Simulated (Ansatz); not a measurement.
# ZrS from its elements: all-electron against pseudopotential results

```
CELL_PARAMETERS angstrom
0.00000 2.56698 2.56698
2.56698 0.00000 2.56698
2.56698 2.56698 0.00000
ATOMIC_POSITIONS crystal
Zr 0.00000 0.00000 0.00000
S 0.50000 0.50000 0.50000
```

The cell comes from a relaxation on PAW files under the same functional, begun from a database entry that needn't be the ground state.

Computed with Ansatz 0.2.0; functional LDA, scalar-relativistic. Settings: a Γ-centred 10×10×10 k mesh, Fermi–Dirac smearing of 0.02 eV, no spin polarisation. Methods: LAPW: all electrons, basis error target 0.5 meV/atom; PAW: frozen-core files, cutoff 420 eV; norm-conserving: pseudopotentials, cutoff 952 eV.

The elements are taken as S S6 rings, Zr hcp, each relaxed on PAW files under the same functional and computed by the same method as the compound; zero-point and thermal terms are left out. LDA tends to overbind the layered or molecular reference states. S6 rings stand in for α-S8.

The PAW files were made under PBE. The norm-conserving files are those that the library serves for this functional.

(1) Give the formation energy by each method, with the residual pressure at this cell and the LAPW gap.

(2) Give the LAPW value for one formula unit in kJ/mol.

Answers

(1) 

| method | ΔE(formation) (eV/atom) | P at this cell (GPa) | gap (eV) |
| --- | --- | --- | --- |
| LAPW | -1.628 | 0.05 | 0.00 |
| PAW | -1.629 | -0.01 | – |
| norm-conserving | -1.626 | 0.13 | – |

(2) -1.628 eV/atom × 2 atoms × 96.485 kJ/(mol·eV) = -314.2 kJ/mol, at zero temperature and without zero-point motion.
